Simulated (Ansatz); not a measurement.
## Equation of state of Zr$_{3}$Ga$_{2}$

A database entry relaxed whole under r2SCAN (P4/mbm):

```
Zr Ga
1.0
     7.32963    0.00000    0.00000
     0.00000    7.32963    0.00000
     0.00000    0.00000    3.71440
Zr Ga
6 4
Direct
  0.00000 0.00000 0.00000
  0.50000 0.50000 0.00000
  0.17659 0.67659 0.50000
  0.32341 0.17659 0.50000
  0.82341 0.32341 0.50000
  0.67659 0.82341 0.50000
  0.37724 0.87724 0.00000
  0.12276 0.37724 0.00000
  0.62276 0.12276 0.00000
  0.87724 0.62276 0.00000
```

The cell was scaled uniformly, its shape held, and the atoms relaxed at each volume with plane-wave PAW DFT (Ansatz 0.2.0; r2SCAN, 500 eV, 5×5×9 Γ-centred mesh, fermi-dirac occupations of width 0.100 eV; no spin, no spin-orbit coupling). One row is withheld.

| volume (Å³/atom) | energy over the lowest (meV/atom) | pressure (GPa) |
| --- | --- | --- |
| 18.758 | 28.2 | 8.23 |
| 19.157 | 11.8 | 5.21 |
| 19.556 | 2.7 | 2.47 |
| 19.955 | 0.0 | -0.01 |
| 20.354 | ? | ? |
| 20.753 | 11.7 | -4.29 |
| 21.152 | 25.1 | -6.13 |

Q: Fit the pressures of the other rows to the third-order Birch-Murnaghan form.

A: With f = [(V₀/V)^(2/3) − 1]/2 and P = 3B₀f(1 + 2f)^(5/2)[1 + 3(B₀′ − 4)f/2], least squares gives V₀ = 19.95 Å³ an atom, B₀ = 118 GPa and B₀′ = 4.0; the rows miss the fit by less than 0.01 GPa. The slope of the energies differs from these pressures by 0.14 GPa, since they are taken to zero smearing while pressures follow the free energy.

Q: What does the withheld row hold?

A: The fit gives -2.26 GPa at 20.354 Å³; the run gave -2.26 GPa and 3.2 meV an atom.

Caveats: the shape of the cell was held, so B₀ is an upper bound where the axes differ in stiffness; 0 K, fixed nuclei; the symmetry was kept, and this need not be the phase that is stable at 0 K; one mesh for all volumes; every run is gapless at this level; pressure is positive in compression.
